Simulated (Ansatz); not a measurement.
BN:
Space group F-43m (No. 216); a = 3.605 Å, b = 3.605 Å, c = 3.605 Å, α = 90.00°, β = 90.00°, γ = 90.00°

```json
[
 {"atom": "B", "site": "4a", "symmetry": "-43m", "x": "0.0000", "y": "0.0000", "z": "0.0000"},
 {"atom": "N", "site": "4d", "symmetry": "-43m", "x": "0.7500", "y": "0.7500", "z": "0.7500"}
]
```
(The calculation used a cell of 2 atoms; values per cell refer to that cell.)

Relaxed with PBEsol. The program Ansatz at the PBEsol level (PAW) gives a gap of 4.29 eV.

Q: What gap does HSE06 give on the same cell (Ansatz, PAW)?

A: 5.79 eV, 1.50 eV more. The hybrid was solved on a coarser mesh and at special points; its gap is the smallest among all of these.

```json
[
 {"k": "Γ", "v1 PBEsol": "0.00", "c1 PBEsol": "8.80", "v1 HSE06": "…", "c1 HSE06": "…"},
 {"k": "X", "v1 PBEsol": "-4.98", "c1 PBEsol": "4.29", "v1 HSE06": "-5.35", "c1 HSE06": "5.79"},
 {"k": "L", "v1 PBEsol": "-1.97", "c1 PBEsol": "10.19", "v1 HSE06": "…", "c1 HSE06": "…"},
 {"k": "W", "v1 PBEsol": "-6.64", "c1 PBEsol": "9.48", "v1 HSE06": "…", "c1 HSE06": "…"},
 {"k": "K", "v1 PBEsol": "-4.14", "c1 PBEsol": "6.78", "v1 HSE06": "…", "c1 HSE06": "…"}
]
```

Q: Top valence (v1) and lowest conduction level (c1) in eV from each method's valence maximum (which need not be a listed point): supply the withheld HSE06 values.

A: 
- K, v1 HSE06: -4.45
- K, c1 HSE06: 8.40
- W, v1 HSE06: -7.04
- W, c1 HSE06: 11.28
- Γ, v1 HSE06: 0.00
- Γ, c1 HSE06: 10.61
- L, v1 HSE06: -2.12
- L, c1 HSE06: 11.95

Cost on shared cores: the PBEsol run (SCF on a 13×13×13 mesh, then bands and DOS) about 4 core-seconds (a rough figure), the HSE06 run (SCF on 10×10×10, then a few points) roughly 40 core-seconds; the tasks are unlike.

The cell was relaxed with PBEsol under the symmetry of its start.

Potentials: the earlier of the program's two PAW sets.
